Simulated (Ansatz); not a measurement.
Relaxed-ion elastic tensor of C in space group P4_12_12 (No. 92; C on 4a, C on 8b) in GPa (Voigt order), DFT-r²SCAN in the program Ansatz with PAW potentials; density 3.56 g/cm³, 5.61 Å³ per atom.

```csv
,1,2,3,4,5,6
1,1200,51.4,75.5,0.0,0.0,0.0
2,51.4,1200,75.5,0.0,0.0,0.0
3,75.5,75.5,923,0.0,0.0,0.0
4,0.0,0.0,0.0,488,0.0,0.0
5,0.0,0.0,0.0,0.0,488,0.0
6,0.0,0.0,0.0,0.0,0.0,542
```

### Question
Is the crystal mechanically stable?

### Answer
Yes: the smallest eigenvalue of C is 488 GPa.

### Question
Work out the Voigt, Reuss and Hill averages.

### Answer
K_V = 414, K_R = 409, K_H = 412; G_V = 512, G_R = 507, G_H = 509 GPa.

### Question
Give Young's modulus, Poisson's ratio, Pugh's ratio and the universal anisotropy index.

### Answer
E = 9KG/(3K + G) = 1080 GPa; ν = 0.06; K/G = 0.81 (brittle by the Pugh limit of 1.75); A_U = 5G_V/G_R + K_V/K_R − 6 = 0.06.

### Question
Estimate the sound speeds and the Debye temperature.

### Answer
v_l = √((K + 4G/3)/ρ) = 17500 m/s, v_t = √(G/ρ) = 12000 m/s, mean 13000 m/s; Θ = (h/k)(3n/4πV)^(1/3) v_m = 2190 K.

### Question
How much does each axis shrink under pressure?

### Answer
Linear compressibilities β_i = Σ_j S_ij (j = 1 to 3): x 0.74, y 0.74, z 0.96 per TPa.

The start of the workflow was typed in or built on a structure type; neither database checked (COD, Materials Project) lists it. It is not the phase usual at ambient conditions (space group No. 194, 227). The r²SCAN relaxation kept the symmetry of its start; whether a distortion lowers the energy is not shown. The volume moved by 26 % from the start of the relaxation.

Potentials: the earlier of the program's two PAW sets.
